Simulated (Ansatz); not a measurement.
# Relaxing a structure of TiAl

The start is a generated trial cell of TiAl in the AFLOW prototype AB_hP2_187_d_a (B_h, as in WC). Cell shape, volume and atoms are optimised at zero target pressure with r2SCAN (plane waves to 500 eV, PAW, scalar-relativistic; Ansatz, an electronic-structure program). The first steps use a coarse 11×11×10 k-mesh.

Input geometry:
```yaml
crystal:
  lattice:
    - [3.31466, 0.00000, 0.00000]
    - [-1.65733, 2.87058, 0.00000]
    - [0.00000, 0.00000, 3.23494]
  atoms:
    - { symbol: Ti, position: [0.00000, 0.00000, 0.00000] }
    - { symbol: Al, position: [0.66667, 0.33333, 0.50000] }
```

* **Initial pressure**: +25.5 GPa (positive: the cell is compressed)
* **Outcome**: The space group stays P-6m2 (No. 187) (the run could not lower it), with 2 atoms in the primitive cell
* **Volume change**: +7.3 %, from 15.39 to 16.51 Å³/atom
* **Band gap at the end**: no gap (metallic)
* **Optimiser moves**: 18

Final structure:

Space group P-6m2 (No. 187); a = 2.8702 Å, b = 2.8702 Å, c = 4.6294 Å, α = 90.00°, β = 90.00°, γ = 120.00°

```
atom  site  symmetry       x       y       z
----  ----  --------  ------  ------  ------
Ti      1a      -6m2  0.0000  0.0000  0.0000
Al      1d      -6m2  0.3333  0.6667  0.5000
```

Final values are on a 19×19×10 k-mesh of the relaxed cell. No spin polarisation in the result.

The run could not lose the symmetry of its start.

All atoms sit on sites fixed by symmetry, so only the cell could relax.

The first start was generated by placing the elements on the sites of a structure type. Materials Project lists a structure of TiAl in the same space group, P-6m2 (No. 187); the sites were not compared with it, nor with measured phases. Known forms of TiAl include space group No. 123.
